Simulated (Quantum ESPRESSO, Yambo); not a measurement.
CaB$_{2}$C$_{2}$ (space group I4/mcm, No. 140): one geometry, one set of PBEsol (pw.x of Quantum ESPRESSO, ONCV potentials, without SOC) orbitals, self-energies from Yambo (4×4×4 Γ-centred k mesh, 118 bands and a 6 Ry block in the screening, 118 bands in G with the Bruneval-Gonze terminator, plasmon pole fitted at 27.2 eV).

```json
[
 {"level": "PBEsol (Quantum ESPRESSO)", "gap (0, 0, 0.25) → Z (eV)": "0.62", "direct gap at Z (eV)": "0.74"},
 {"level": "exchange only (Hartree-Fock self-energy on PBEsol orbitals)", "gap (0, 0, 0.25) → Z (eV)": "[?]", "direct gap at Z (eV)": "[?]"},
 {"level": "static COHSEX@PBEsol", "gap (0, 0, 0.25) → Z (eV)": "[?]", "direct gap at Z (eV)": "[?]"},
 {"level": "G0W0@PBEsol, plasmon pole", "gap (0, 0, 0.25) → Z (eV)": "1.02", "direct gap at Z (eV)": "1.32"}
]
```

Task: Fill in the missing entries.

Result: 
- exchange only (Hartree-Fock self-energy on PBEsol orbitals), gap (0, 0, 0.25) → Z (eV): 5.03
- exchange only (Hartree-Fock self-energy on PBEsol orbitals), direct gap at Z (eV): 7.26
- static COHSEX@PBEsol, gap (0, 0, 0.25) → Z (eV): 1.19
- static COHSEX@PBEsol, direct gap at Z (eV): 1.66

Bare exchange has no screening and gives the widest gap; static COHSEX screens it but leaves out the frequency dependence, which G0W0 restores. The mesh misses a band edge: along a dense path the PBEsol gap is 0.54 eV against 0.62 eV on the mesh.

Nearest settings tried, and what they do to the gap: 3 Ry block (63 vectors against 173): -57 meV. Not varied: bands in G, bands in W, mesh. So the settings aren't converged at that level.

Geometry of the Materials Project entry, not relaxed at this level; primitive cell a = b = c = 5.2935 Å, α = β = 119.31°, γ = 91.19°.

The structure is a Materials Project entry; no match was found in the copy of COD used, and its stability was not checked.
